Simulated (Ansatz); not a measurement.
Zn$_{3}$N$_{2}$:
```yaml
crystal:
  lattice:
    - [3.36889, 0.00000, 0.00000]
    - [-1.68444, 2.91754, 0.00000]
    - [0.00000, 0.00000, 5.76603]
  atoms:
    - { symbol: N, position: [0.33333, 0.66667, 0.23664] }
    - { symbol: N, position: [0.66667, 0.33333, 0.76336] }
    - { symbol: Zn, position: [0.00000, 0.00000, 0.00000] }
    - { symbol: Zn, position: [0.33333, 0.66667, 0.65926] }
    - { symbol: Zn, position: [0.66667, 0.33333, 0.34074] }
```

Relaxed with PBE. Special points in fractions of this cell's reciprocal vectors: Γ (0.000, 0.000, 0.000); M (0.500, 0.000, 0.000); K (0.333, 0.333, 0.000); A (0.000, 0.000, 0.500); L (0.500, 0.000, 0.500); H (0.333, 0.333, 0.500).

**Question.** List the band energies nearest the Fermi level at these points for the program Ansatz at the PBE level (PAW).

**Answer.** In eV from the Fermi level; about four levels below and three above (degenerate sets whole), none deeper than 8.9 eV; points with the same levels are listed once.

| k | below | above |
|---|---|---|
| Γ | -0.35 -0.35 -0.22 -0.22 | 2.53 5.78 8.40 8.40 |
| M | -3.28 -2.64 -1.58 -0.87 | 2.92 3.20 4.42 |
| K | -4.16 -4.16 -2.91 -2.24 -2.24 | 2.86 5.51 5.51 |
| A | -0.50 -0.50 -0.03 -0.03 | 1.92 2.22 5.18 |
| L | -1.81 -1.78 -1.74 -1.37 | 1.70 2.80 5.73 |
| H | -4.51 -4.51 -3.84 -1.06 -1.06 | 3.82 3.82 4.19 |

Space group P-3m1 (La2O3 or Ni2Al3 type). A made-up cell: these elements were put on the sites of a structure type; neither database checked (COD, Materials Project) lists it. Whether it is the stable phase at ambient conditions was not checked. The cell was relaxed with PBE under the symmetry of its start; whether a distortion lowers the energy is not shown. The Fermi level of a semimetal is unsure by some 0.05 eV on such meshes.

Potentials: the later of the program's two PAW sets.
